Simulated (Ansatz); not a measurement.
GeMo:
```xyz
4
Lattice="-1.7193 1.7193 5.4946 1.7193 -1.7193 5.4946 1.7193 1.7193 -5.4946" Properties=species:S:1:pos:R:3 pbc="T T T"
Mo     0.0000     0.0000    10.9355
Mo     0.0000     1.7193     2.6936
Ge     0.0000     0.0000     4.6252
Ge     1.7193     0.0000     1.8779
```

Relaxed with PBE. Special points in fractions of this cell's reciprocal vectors: Γ (0.000, 0.000, 0.000); X (0.000, 0.000, 0.500); P (0.250, 0.250, 0.250); N (0.000, 0.500, 0.000); M (0.500, 0.500, -0.500); S (0.274, 0.726, -0.274); S0 (-0.274, 0.274, 0.274); R (-0.049, 0.049, 0.500); G (0.500, 0.500, -0.049).

### Question
List the band energies nearest the Fermi level at these points for DFT-PBE in the program Ansatz with PAW potentials.

### Answer
In eV from the Fermi level; about four levels below and three above (degenerate sets whole), none deeper than 8.9 eV; points with the same levels are listed once.

```tsv
k	below	above
Γ	-1.44 -1.44 -0.79 -0.79	0.12 0.67 2.68
X	-1.61 -1.61 -0.58 -0.58	1.61 1.61 2.16 2.16
P	-1.72 -1.72 -0.48 -0.48	1.62 1.62 2.12 2.12
N	-1.84 -1.23 -0.83 -0.30	0.92 0.99 1.52
M	-2.29 -2.29 -2.09 -2.09	0.38 0.38 1.12 1.12
S	-1.76 -1.45 -0.90 -0.51	1.00 1.12 1.46
R	-1.58 -1.58 -0.68 -0.68	1.57 1.57 2.22 2.22
```

Space group I4_1md. The cell is a constructed one: a structure type filled with these elements; neither database checked (COD, Materials Project) lists it. Its standing as an ambient phase is unchecked. The cell was relaxed with PBE under the symmetry of its start; whether a distortion lowers the energy is not shown. The run is not spin-polarised. Spin–orbit coupling is left out wherever it is not named.

Potentials: the later of the program's two PAW sets.
